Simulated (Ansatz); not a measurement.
# Calculated Mo-97 nuclear quadrupole resonance for Si2Mo

Cell: a COD entry.

```xyz
3
Lattice="-1.6000 1.6000 3.9305 1.6000 -1.6000 3.9305 1.6000 1.6000 -3.9305" Properties=species:S:1:pos:R:3 pbc="T T T"
Si    0.0000    0.0000    2.6177
Si    0.0000    0.0000    5.2433
Mo    0.0000    0.0000    0.0000
```

Atom numbers follow the list; atoms alike are taken as one site, whose name carries the number of the first.

The numbers come from a DFT calculation in Ansatz (PBE, plane waves and PAW, scalar-relativistic, 420 eV cutoff, Γ-centred 19×19×19 k-points, Fermi–Dirac smearing 0.02 eV).

Mo-97: I = 5/2, Q = 255.0 mb (year-2017 value). Static lattice, zero field.

Problem. The simulated lines lie at 5.37, 10.7 MHz. What are |C_Q|, η and |V_zz| at Mo?

Solution. For I = 5/2 and η = 0 the lines are 3|C_Q|/20 and twice that; η pulls their ratio below 2. Here |C_Q| = 35.8 MHz, η = 0.00 and |V_zz| = 5.80 × 10²¹ V/m². The calculation gives V_zz negative; the lines don't show the sign. The site has 10 Si at 2.62 Å.

An axis of threefold or higher order runs through Mo, so V_zz lies along it and η is zero.

The largest force is 0.3 eV/Å, so the atoms aren't at the calculated equilibrium and relaxing them would move these values. With no gap above 0.1 eV, as in a metal, the gradients converge slowly in k; expect changes of a tenth or more on a denser mesh. Without spin–orbit coupling (the program notes it for Mo) the gradients can shift somewhat, as the gap is small.
